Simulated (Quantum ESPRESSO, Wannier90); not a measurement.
**Wannierisation of ReNCl$_{4}$ (I4)**

Structure: Materials Project mp-568100, symmetrised, not relaxed again. Not found in the COD (Crystallography Open Database) copy used; not checked further. Method: PBEsol plane waves in Quantum ESPRESSO 7.5 (PseudoDojo norm-conserving files, 68 Ry, spinors with spin-orbit coupling), Bloch states on a 4×4×4 mesh through Γ, Wannier90 4.0.1. Density: 8×8×8 mesh, cold smearing 0.01 Ry. The cell is built of weakly bound layers, chains or molecules, whose nearest atoms lie 3.81 Å apart. Database cells relaxed without dispersion often hold them too far apart, which can enlarge gaps and weakens couplings between them; spacing and stacking were not compared with the measured crystal.

```
begin unit_cell_cart
ang
    0.0000000000    0.0000000000    4.1056500000
   -4.4010050000    4.4010050000    2.0528250000
   -4.4010050000   -4.4010050000    2.0528250000
end unit_cell_cart
mp_grid = 4 4 4
```

Which shells of neighbouring k-points and which b-vectors and weights does Wannier90 pick for this cell and mesh?


```
 *---------------------------------- K-MESH ----------------------------------*
 +----------------------------------------------------------------------------+
 |                    Distance to Nearest-Neighbour Shells                    |
 |                    ------------------------------------                    |
 |          Shell             Distance (Ang^-1)          Multiplicity         |
 |          -----             -----------------          ------------         |
 |             1                   0.252379                      4            |
 |             2                   0.356918                      4            |
 |             3                   0.422168                      8            |
 |             4                   0.504758                      4            |
 |             5                   0.552825                     16            |
 |             6                   0.564336                      8            |
 |             7                   0.658032                      8            |
 |             8                   0.713835                      4            |
       ... (lines left out)
 +----------------------------------------------------------------------------+
 | The b-vectors are chosen automatically                                     |
 | SVD found small singular value, Rejecting this shell and trying the next   |
 | The following shells are used:                       1,  3                 |
 +----------------------------------------------------------------------------+
 |                        Shell   # Nearest-Neighbours                        |
 |                        -----   --------------------                        |
 |                          1               4                                 |
 |                          2               8                                 |
 +----------------------------------------------------------------------------+
 | Completeness relation is fully satisfied [Eq. (B1), PRB 56, 12847 (1997)]  |
 +----------------------------------------------------------------------------+
 |                  b_k Vectors (Ang^-1) and Weights (Ang^2)                  |
 |                  ----------------------------------------                  |
 |            No.         b_k(x)      b_k(y)      b_k(z)        w_b           |
 |            ---        --------------------------------     --------        |
 |             1        -0.178459   -0.178459    0.000000     6.995944        |
 |             2        -0.178459    0.178459    0.000000     6.995944        |
 |             3         0.178459    0.178459    0.000000     6.995944        |
 |             4         0.178459   -0.178459    0.000000     6.995944        |
 |             5         0.178459    0.000000    0.382594     0.853953        |
 |             6         0.000000   -0.178459    0.382594     0.853953        |
 |             7         0.000000    0.178459    0.382594     0.853953        |
 |             8        -0.178459    0.000000    0.382594     0.853953        |
 |             9        -0.178459    0.000000   -0.382594     0.853953        |
 |            10         0.000000    0.178459   -0.382594     0.853953        |
 |            11         0.000000   -0.178459   -0.382594     0.853953        |
 |            12         0.178459    0.000000   -0.382594     0.853953        |
```
